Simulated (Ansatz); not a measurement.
BAs:
```yaml
crystal:
  lattice:
    - [5.89006, 0.00000, 0.00000]
    - [0.00000, 5.89006, 0.00000]
    - [0.00000, 0.00000, 5.89006]
  atoms:
    - { symbol: B, position: [0.25000, 0.00000, 0.50000] }
    - { symbol: B, position: [0.50000, 0.25000, 0.00000] }
    - { symbol: B, position: [0.50000, 0.75000, 0.00000] }
    - { symbol: B, position: [0.75000, 0.00000, 0.50000] }
    - { symbol: B, position: [0.00000, 0.50000, 0.75000] }
    - { symbol: B, position: [0.00000, 0.50000, 0.25000] }
    - { symbol: As, position: [0.25000, 0.50000, 0.00000] }
    - { symbol: As, position: [0.00000, 0.25000, 0.50000] }
    - { symbol: As, position: [0.00000, 0.75000, 0.50000] }
    - { symbol: As, position: [0.75000, 0.50000, 0.00000] }
    - { symbol: As, position: [0.50000, 0.00000, 0.75000] }
    - { symbol: As, position: [0.50000, 0.00000, 0.25000] }
```

Relaxed with r²SCAN.

**Question.** Give the Bader charges and basin volumes of the independent atoms, DFT-r²SCAN in the program Ansatz with PAW potentials.

**Answer.** 

| atom | Bader charge (e) | Bader volume (Å³) |
|---|---|---|
| B1 | +0.17 | 10.3 |
| As7 | -0.17 | 22.4 |

Space group Pm-3n. The start of the workflow was typed in or built on a structure type; neither database checked (COD, Materials Project) lists it. It is not the phase usual at ambient conditions (space group No. 216). Symmetry was held in the r²SCAN relaxation; its stability against distortions is not shown here.

Potentials: the later of the program's two PAW sets.
